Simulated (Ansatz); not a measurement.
Data:

Relaxed BiPt (NiAs type):

```
BiPt
1.0
    4.37788     0.00000     0.00000
   -2.18894     3.79135     0.00000
    0.00000     0.00000     5.54405
Bi Pt
2 2
Direct
  0.33333   0.66667   0.25000
  0.66667   0.33333   0.75000
  0.00000   0.00000   0.50000
  0.00000   0.00000   0.00000
```

Scan: atom 1 (Bi, nearest neighbour Pt at 2.883 Å; its periodic images, 4.4 Å or more away, move with it) is displaced towards the nearest neighbour, direction (-0.759, 0.438, -0.481) in Cartesian axes, by s. The other atoms stay.

These are r2SCAN (plane waves to 500 eV, PAW, scalar-relativistic; Ansatz, an electronic-structure program) values and carry that method's errors. k mesh 10×10×7 (Γ-centred), Fermi-Dirac smearing 0.05 eV. The energy includes the smearing's −TS. With partly filled bands, energies and forces of such displacements shift with the k mesh and the smearing. BiPt is run without spin polarisation. BiPt was relaxed with its symmetry unable to fall. Spin-orbit coupling is left out, though Bi and Pt are heavy. The zero of ΔE is the undisplaced structure.

The scan covers s from -0.580 to 0.580 Å in 11 points.

Q: Is the energy the same for displacements of ±0.580 Å, and if not, which side lies higher?

A: Not even: the positive side lies higher at ±0.580 Å. With its periodic images moving along, the atom's site symmetry in this cell is -6m2.

Q: What is the energy change at s = 0.580 Å?

A: 1676 meV/cell.

Q: What is the force constant k = d²E/ds² of this move at s = 0?

A: 5.75 eV/Å².

(For displaced atoms, the force is minus the slope of the energy, and its curvature is a force constant, which sets phonon frequencies.)
